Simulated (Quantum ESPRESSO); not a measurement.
# Where does Ga sit best among In sites?

The results below are calculated, not measured. They come from pw.x of Quantum ESPRESSO 7.5, a plane-wave density functional program, with PseudoDojo standard norm-conserving files (v0.5 for PBE, v0.4.1 for LDA and PBEsol). The cells are made up: elements, strain and atom displacements were drawn at random, and nothing was relaxed. There is no spin polarisation, spin-orbit coupling or dispersion term.

The cell has 10 sites of a corundum lattice. Sites 1 to 4 hold X X X X; sites 5 to 10 hold O N O O O F. Cell vectors in Å: (2.754, 1.665, 4.830); (-2.825, 1.671, 4.869); (-0.030, -3.142, 4.786). Settings: PBE, cutoff 1143 eV, 7 x 7 x 7 k mesh shifted by half a step, Fermi-Dirac smearing of 0.1 eV.

In each run one of the sites marked X holds Ga and the others hold In; cell and positions stay the same. E is the free energy of the cell.

```
site of the guest  first shell  mean distance (Å)  E above the lowest (eV)  P (GPa)  force on the guest (eV/Å)
                1         FNO4              2.185                    0.000     0.97                      1.989
                2         FNO4              2.213                    0.241     1.86                      3.018
                3         FNO4              2.201                    0.036     1.16                      3.480
                4         FNO4              2.214                    0.084     1.52                      2.669
```

A rerun of one of these cells at 1437 eV and k mesh 9 x 9 x 9 moved values by no more than 0.004 eV in the cell's energy, 0.03 GPa in stress and 0.002 eV/Å in force.

## Reading the table

Site 1 is lowest, by 0.036 eV, over three times the rerun's bound. A straight line of energy against the mean distance has a slope of 5.8 ± 3.8 eV/Å, so these few sites cannot settle whether the distance sets the order. The positions are random and not relaxed, so the differences hold for this frozen cell and are not site preferences of a real crystal.